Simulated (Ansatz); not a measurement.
SnCl2 (space group Pnma)

```xyz
12
Lattice="7.4765 0.0000 0.0000 0.0000 4.2852 0.0000 0.0000 0.0000 8.9367" Properties=species:S:1:pos:R:3 pbc="T T T"
Sn     5.7265     3.2139     5.2260
Sn     1.7501     1.0713     3.7107
Sn     5.4883     1.0713     0.7577
Sn     1.9882     3.2139     8.1790
Cl     3.8946     1.0713     7.5334
Cl     3.5819     3.2139     1.4034
Cl     7.3201     3.2139     3.0650
Cl     0.1564     1.0713     5.8717
Cl     1.0590     1.0713     0.6969
Cl     6.4175     3.2139     8.2398
Cl     2.6792     3.2139     5.1652
Cl     4.7973     1.0713     3.7715
```

The slice is a (001) plane (indices of the conventional cell) through the point (0.021, 0.250, 0.657) (fractional), spanned by u = [010] and v = [100] in vectors of this cell: u (4.29 Å) and v (7.48 Å, at 90° to u). It covers one period; positions are fractions (u, v).

The numbers are results of LDA (plane waves to 420 eV, PAW, scalar-relativistic; Ansatz, a first-principles code), not measurements. k mesh 4×6×3. These are valence fields of a PAW run, semicore shells included where kept as valence: close to a nucleus they are smooth pseudo fields. SnCl2 was relaxed with its symmetry unable to fall. The relaxed volume of SnCl2 is well below the measured one.

Predict the map of the electrostatic potential energy of an electron, from the cell's mean on the slice.


```tsv
v \ u	0.00	0.14	0.29	0.43	0.57	0.71	0.86
0.92	x	x	3.5	2.1	2.1	3.5	x
0.83	3.9	4.0	-0.4	x	x	-0.4	4.0
0.75	5.5	3.9	<-2.0	x	x	<-2.0	3.9
0.67	5.8	4.6	-1.2	x	x	-1.2	4.6
0.58	6.3	5.8	4.0	1.5	1.5	4.0	5.8
0.50	6.5	6.5	6.0	5.0	5.0	6.0	6.5
0.42	6.6	6.5	4.9	x	x	4.9	6.5
0.33	6.3	6.2	3.1	x	x	3.1	6.2
0.25	6.0	6.1	5.1	-0.2	-0.2	5.1	6.1
0.17	4.0	5.3	6.2	6.0	6.0	6.2	5.3
0.08	x	x	5.4	6.5	6.5	5.4	x
0.00	x	x	3.9	5.6	5.6	3.9	x
```

Values: electrostatic potential energy of an electron, from the cell's mean, in eV. Points within 1 Å of a nucleus are blanked (x), as the pseudised field means little there. Values under -2 eV are set to -2. The zero, the cell's mean, hangs on the PAW cores.
